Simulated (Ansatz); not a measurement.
A plane-wave run on KSiH4

The input, for Ansatz 0.2.0 (plane waves, PAW):

```yaml
crystal:
  lattice:
    - [4.853868, 0.0, 0.0]
    - [0.0, 4.853868, 0.0]
    - [0.0, 0.0, 6.809571]
  atoms:
    - { symbol: K, position: [0.75, 0.25, 0.25] }
    - { symbol: K, position: [0.25, 0.75, 0.75] }
    - { symbol: H, position: [0.25, 0.54, 0.144] }
    - { symbol: H, position: [0.96, 0.25, 0.644] }
    - { symbol: H, position: [0.25, 0.96, 0.144] }
    - { symbol: H, position: [0.54, 0.25, 0.644] }
    - { symbol: H, position: [0.75, 0.46, 0.856] }
    - { symbol: H, position: [0.46, 0.75, 0.356] }
    - { symbol: H, position: [0.75, 0.04, 0.856] }
    - { symbol: H, position: [0.04, 0.75, 0.356] }
    - { symbol: Si, position: [0.75, 0.25, 0.75] }
    - { symbol: Si, position: [0.25, 0.75, 0.25] }
  symmetry: { tolerance: 0.0003 }
kpoints:
  mp_grid: { grid: [7, 7, 5], shift: [0, 0, 0] }
  band_path:
    path:
      - [0.0, 0.0, 0.0]
      - [0.0, 0.5, 0.0]
      - [0.5, 0.5, 0.0]
      - [0.0, 0.0, 0.0]
      - [0.0, 0.0, 0.5]
      - [0.0, 0.5, 0.5]
      - [0.5, 0.5, 0.5]
      - [0.0, 0.0, 0.5]
      - [0.0, 0.5, 0.0]
      - [0.0, 0.5, 0.5]
      - [0.5, 0.5, 0.0]
    npoints: 6
magnetization:
  spin_polarized: false
scf:
  occupations: { method: fermi_dirac }
  lower_state_search: "off"
  max_iter: 200
hamiltonian:
  pseudopotentials: { kind: paw }
  xc: r2scan
basis:
  ecutwfc: 500
  fft_grid_basis: typed
output:
  forces: true
  stress: true
  eigenvalues: true
  bader: true
  populations: true
  elf: true
  write_potential: true
  volumetric_format: npy
  dos:
    e_range: [-12, 8]
    de: 0.05
    projected: { site_lists: { H: [H], K: [K], Si: [Si] } }
checkpoint:
  read: saved_state
```

The run starts from an earlier solution of this cell. 

Excerpt of what it printed:

```
Free energy (F): -4482.9690 eV
Harris-Foulkes:  -4482.9690 eV  (|F-HF|=4.68e-9)
Internal energy: -4482.8308 eV  (E = F + TS)
E sigma→0 (E₀):  -4482.8999 eV
Entropy (-TS):   -0.1382 eV (-11.519 meV/atom)
Fermi energy:    5.6290 eV
--- Forces (eV/Å), atoms counted from 1 ---
  atom   1  K      0.0000     0.0000     0.0000
  atom   2  K      0.0000     0.0000     0.0000
  atom   3  H      0.0000    -6.3832    -4.5875
  atom   4  H      6.3832     0.0000    -4.5875
  atom   5  H      0.0000     6.3832    -4.5875
  atom   6  H     -6.3832     0.0000    -4.5875
  atom   7  H      0.0000     6.3832     4.5875
  atom   8  H      6.3832     0.0000     4.5875
  atom   9  H      0.0000    -6.3832     4.5875
  atom  10  H     -6.3832     0.0000     4.5875
  atom  11  Si     0.0000     0.0000     0.0000
  atom  12  Si     0.0000     0.0000     0.0000
--- Stress (GPa, compression-positive) ---
       25.4729       0.0000       0.0000
        0.0000      25.4729       0.0000
        0.0000       0.0000      26.7864
  P = ⅓ Tr σ = 25.9107 GPa (259.107 kbar)
--- Löwdin populations: 12 sites ---
  site symbol       q [e]
     0      K      8.0903
     1      K      8.0903
     2      H      1.1866
     3      H      1.1866
     4      H      1.1866
     5      H      1.1866
     6      H      1.1866
     7      H      1.1866
     8      H      1.1866
     9      H      1.1866
    10     Si      3.7417
    11     Si      3.7417
  spilling = 0.0248 (of n_electrons = 34.0000)
```

Origin: a known structure type with other elements, at an estimated volume, so it need not be a known compound. Caveats: atoms or cell far from equilibrium.
